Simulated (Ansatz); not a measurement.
Tl2InGaF6:
```xyz
10
Lattice="0.0000 4.4284 4.4284 4.4284 0.0000 4.4284 4.4284 4.4284 0.0000" Properties=species:S:1:pos:R:3 pbc="T T T"
Tl     2.2142     2.2142     2.2142
Tl     6.6426     6.6426     6.6426
In     0.0000     0.0000     0.0000
Ga     4.4284     4.4284     4.4284
F      6.3216     4.4284     4.4284
F      2.5352     4.4284     4.4284
F      4.4284     6.3216     4.4284
F      4.4284     2.5352     4.4284
F      4.4284     4.4284     6.3216
F      4.4284     4.4284     2.5352
```

Relaxed with r²SCAN+D4. Special points in fractions of this cell's reciprocal vectors: Γ (0.000, 0.000, 0.000); X (0.500, 0.000, 0.500); U (0.625, 0.250, 0.625); K (0.375, 0.375, 0.750); L (0.500, 0.500, 0.500); W (0.500, 0.250, 0.750).

Problem. List the band energies nearest the valence-band maximum at these points for r²SCAN+D4 with spin–orbit coupling (plane waves, PAW; program Ansatz).

Solution. In eV from the valence-band maximum; about four levels below and three above (degenerate sets whole), none deeper than 8.9 eV; points with the same levels are listed once.

```
k                                below                above
-  -----------------------------------  -------------------
Γ  -3.51 -3.51 -3.51 -3.51 -0.55 -0.55  3.25 3.25 3.76 3.76
X              -2.69 -2.69 -0.07 -0.07  2.46 2.46 3.06 3.06
U              -2.74 -2.74 -0.03 -0.03  2.33 2.33 2.99 2.99
L              -2.88 -2.88 -0.22 -0.22  2.75 2.75 3.49 3.49
W                -2.76 -2.76 0.00 0.00  2.15 2.15 3.24 3.24
```

Space group Fm-3m. The workflow started from a Materials Project entry (that database holds measured and hypothetical structures alike); the Crystallography Open Database copy checked does not list it. Its standing as an ambient phase is unchecked. The cell was relaxed with r²SCAN+D4 under the symmetry of its start; its stability against distortions is not shown here.

Potentials: the later of the program's two PAW sets.
